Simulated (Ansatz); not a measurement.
# CsPbCl3: a fit and a missing row

CsPbCl3, Pm-3m, a = 5.672 Å. The structure is a COD entry; whether it is the stable form wasn't checked. Ansatz: r2SCAN, PAW, 500 eV, Γ-centred 6×6×6 mesh on 5 atoms, Gaussian smearing 0.02 eV; no spin polarisation. Symmetry fixes shape and atoms, so the cell is only scaled; pressure is positive in compression.

| V (Å³/atom) | P (GPa) |
| --- | --- |
| 34.306 | 1.80 |
| 35.401 | 0.84 |
| 36.496 | 0.02 |
| 37.591 | ? |
| 38.686 | -1.25 |

Task: Take V0 = 36.496 Å³/atom, count pressures from its P0 = 0.02 GPa, fit the third-order Birch–Murnaghan form to the other rows, and predict the missing pressure.

Result: With the Eulerian strain f = ½[(V0/V)^(2/3) − 1] and y = (P − P0)/[3f(1 + 2f)^(5/2)], the form is the line y = B0 + 1.5 B0 (B0′ − 4) f. Rows (f, y): 0.02106, 25.41; 0.01026, 25.32; -0.01905, 24.49. Means f = 0.004090, y = 25.073; Σ(Δf)² = 0.0008615, ΣΔfΔy = 0.02073; the slope is their ratio. y = 24.97 + 24.07 f GPa, so B0 = 25.0 GPa and B0′ = 4 + 2 × (24.07)/(3 × 24.97) = 4.64. At V = 37.591, f = -0.00976, y = 24.735 and P = -0.67 GPa. The run gave -0.67 GPa, the same to the digits shown.

Spin–orbit coupling is left out, which can shift energies with elements as heavy as these.

Symmetry holds off the tilts and polar distortions that many cubic perovskites undergo.

Cost: 5 runs of about 2.3 core-minutes in all, on Arm Neoverse V1 (shared hosts).